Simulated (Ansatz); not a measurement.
What U does to CsGdS2 (R-3m)

Geometry: a measured structure from COD; nothing is relaxed.

Functional, mesh and filling: LDA, 10×10×10 k mesh, Fermi–Dirac smearing of 0.05 eV. PAW means Ansatz 0.2.0 on its default frozen-core files; LAPW is all-electron LAPW in Ansatz 0.2.0. Site moments are integrated in spheres about the atoms, whose radii differ between the methods.

The first input and its command:

```yaml
crystal:
  lattice:
    - [2.05862, 1.1885448112, 8.0136]
    - [-2.05862, 1.1885448112, 8.0136]
    - [0.0, -2.3770896223, 8.0136]
  atoms:
    - { symbol: Cs, position: [0.0, 0.0, 0.0] }
    - { symbol: Gd, position: [0.5, 0.5, 0.5], spin: 7.0 }
    - { symbol: S, position: [0.2336, 0.2336, 0.2336] }
    - { symbol: S, position: [0.7664, 0.7664, 0.7664] }
magnetization:
  spin_polarized: true
kpoints:
  mp_grid: { grid: [10, 10, 10] }
scf:
  occupations: { method: fermi_dirac, width: 0.05 }
hamiltonian:
  xc: lda
  pseudopotentials: { kind: paw }
output:
  forces: true
  stress: true
  eigenvalues: true
  hubbard: { sites: [{ species: Gd, l: f }] }
  populations: true
```

Command: `ansatz run input.yaml --threads 2 --pin off --max-ram 6144MiB --backend cpu --events-out ev --progress --plain --runs-dir out`

The input for «U = 7 eV on Gd f» by LAPW differs from it in these lines, output keys apart:

```diff
-  pseudopotentials: { kind: paw }
+  pseudopotentials: { kind: all_electron, lapw: { basis_error: 0.001 } }
+  hubbard: { sites: [{ species: Gd, l: f, u_eff: 7 }] }
```

U is Dudarev's effective value on Löwdin-orthogonalised free-atom orbitals with fully localised double counting, unless a row says otherwise (a row with U and J takes Liechtenstein's form); the search for lower states is left at its default. Gaps are Kohn–Sham gaps on the k mesh over both spins.

```csv
run,largest site moment PAW (μB),largest site moment LAPW (μB),gap PAW (eV),gap LAPW (eV),Gd f electrons PAW,electrons LAPW,P PAW (GPa),P LAPW (GPa)
no U,6.90,6.96,1.35,1.35,7.14,7.13,-4.3,-4.3
U = 1.5 eV on Gd f,6.94,–,1.62,–,7.09,–,-4.3,–
U = 3 eV on Gd f,6.97,7.03,1.61,1.61,7.06,7.06,-4.3,-4.3
U = 4.5 eV on Gd f,6.99,7.05,1.60,1.60,7.04,7.04,-4.3,-4.3
U = 7 eV on Gd f,7.00,7.07,1.59,1.59,7.02,7.02,-4.2,-4.2
```

How does the PAW gap respond to U?

From U = 0 to 7 eV it goes from 1.35 to 1.59 eV, a mean slope of 0.03, by way of 1.35, 1.62, 1.61, 1.60, 1.59 eV. A slope near one would mean that both band edges belong to the corrected shell, and a slope near zero that neither does.

The PAW files were made with PBE; the program remakes their cores once for the run's functional and then keeps them frozen. Spin–orbit coupling is left out although heavy atoms are present. With open f shells a run can end in a state that isn't the lowest. None of this fixes the real material's magnetic order: only patterns that fit the cell were computed, without spin fluctuations and on one mesh and smearing, with a functional that can overstate moments.
